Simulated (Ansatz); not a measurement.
TiO2, DFT, LDA, all-electron LAPW, scalar-relativistic (Ansatz 0.2.0), run on 2 threads of Intel(R) Xeon(R) Platinum 8488C (Sapphire Rapids) on a shared host.

The cell comes from COD entry 9009086, which wasn't checked; take it as a given geometry. The listed cell was then made from it by scaling, straining or moving an atom.

Command: `ansatz run input.yaml --threads 2 --pin off --max-ram 8192MiB --backend cpu --events-out ev --progress --plain --runs-dir out`

```yaml
crystal:
  lattice:
    - [-1.949275, 1.949275, 4.757]
    - [1.949275, -1.949275, 4.757]
    - [1.949275, 1.949275, -4.757]
  atoms:
    - { symbol: Ti, position: [0.0, 0.0, 0.0] }
    - { symbol: Ti, position: [0.75, 0.25, 0.5] }
    - { symbol: O, position: [0.2066, 0.2066, 0.0] }
    - { symbol: O, position: [0.9566, 0.4566, 0.5] }
    - { symbol: O, position: [0.5434, 0.0434, 0.5] }
    - { symbol: O, position: [0.7934, 0.7934, 0.0] }
kpoints:
  mp_grid: { grid: [13, 13, 13] }
  band_path:
    path:
      - [0.0, 0.0, 0.0]
      - [0.0, 0.0, 0.5]
      - [0.25, 0.25, 0.25]
      - [0.0, 0.5, 0.0]
      - [0.0, 0.0, 0.0]
      - [0.5, 0.5, -0.5]
      - [0.2919778249, 0.7080221751, -0.2919778249]
      - [-0.2919778249, 0.2919778249, 0.2919778249]
      - [0.0, 0.0, 0.0]
    npoints: 5
scf:
  occupations: { method: fermi_dirac, width: 0.08 }
hamiltonian:
  xc: lda
  pseudopotentials: { kind: all_electron, lapw: { basis_error: 0.001 } }
output:
  forces: true
  stress: true
  eigenvalues: true
```

Task: How large is the problem that the program sets up?

Result: 196 irreducible k-points, 1299 plane waves at Γ, 44 bands.

Task: About how long does it take, and how much memory does it use?

Result: 85 s of wall time for 9 SCF iterations, with a peak of 1.9 GiB. Times on shared machines scatter by tens of per cent.
